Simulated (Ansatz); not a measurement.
Question: Name crystals whose computed values (plane-wave PAW PBE (Ansatz code)) fall in these windows: B₀ by P(V) fit (GPa) 58 to 78; G_Hill (GPa) 27 to 39.

Answer: 

| crystal | B₀ by P(V) fit (GPa) | G_Hill (GPa) |
|---|---|---|
| KZnF3, cubic perovskite | 69.9 | 32.8 |
| Al, fcc (Cu type) | 77.8 | 32.7 |
Others may fit too.

All cells were relaxed under the symmetry of their starts (and spin orders); stability against distortions was not tested throughout.

Potentials: the later of the program's two PAW sets.
